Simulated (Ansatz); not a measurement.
Trial structure of Si4F, not yet relaxed:

```cif
data_structure
_symmetry_space_group_name_H-M 'P 1'
_symmetry_Int_Tables_number 1
_cell_length_a 4.8694
_cell_length_b 4.8694
_cell_length_c 4.1209
_cell_angle_alpha 90.000
_cell_angle_beta 90.000
_cell_angle_gamma 120.000
_cell_volume 84.62
loop_
_atom_site_label
_atom_site_type_symbol
_atom_site_fract_x
_atom_site_fract_y
_atom_site_fract_z
_atom_site_occupancy
Si1 Si 0.00000 0.00000 0.50000 1
Si2 Si 0.50000 0.00000 0.00000 1
Si3 Si 0.00000 0.50000 0.00000 1
Si4 Si 0.50000 0.50000 0.00000 1
F1 F 0.00000 0.00000 0.00000 1
```

Theory: DFT PBE, scalar-relativistic, plane waves, PAW (Ansatz). Plane waves to 420 eV, a k mesh through Γ of 6×6×4 on the computed 5-atom cell and Gaussian smearing (0.10 eV); no spin polarisation.

Formation energies are uncorrected and refer to the elements' standard structures at the same level (F₂ as a molecule).

Question: What does a single point on this coarse mesh give?

Answer: The pressure is 10.2 GPa (the mean over three directions, positive in compression), the largest force is 0.00 eV/Å (symmetry fixes the atoms), and the energy is +0.69 eV/atom against the elements. The shortest distance is 2.06 Å.

Question: Is it a good guess?

Answer: A fair one: relaxing gains about 0.11 eV/atom (the start's value is from the coarse mesh, so the gain is rough) in 10 ionic steps and ends at +0.59 eV/atom on the finer mesh. The symmetry stays P6/mmm (No. 191). The volume per atom grows by 10.2 %, from 16.9 to 18.7 Å³. The shortest distance goes from 2.06 Å (Si–F) to 1.97 Å (Si–F). The ratio c/a of the conventional cell changes by a factor of 0.89. Conventional cell: a = 5.232 Å, c = 3.934 Å. Si on a site of symmetry 6/mmm has 2 F at 1.97 Å; Si on a site of symmetry mmm is surrounded by 2 F at 2.62 Å and 4 Si at 2.62 Å; F is surrounded by 2 Si at 1.97 Å and 6 Si at 2.62 Å.

The last run used a 12×12×10 mesh (in the run's order of axes) for its 5-atom cell and Gaussian smearing of 0.10 eV. No dispersion correction is applied, so the spacing and binding between layers, chains or molecules are poorly described. The relaxation can't lower the symmetry of the start, and the grade says only how near the guess is to its own end. A structure relaxed within its symmetry needn't be a true minimum. Another cell of Si4F relaxed alike, in I4/mmm, lies 0.76 eV/atom lower, so this cell isn't the stable form at this level.
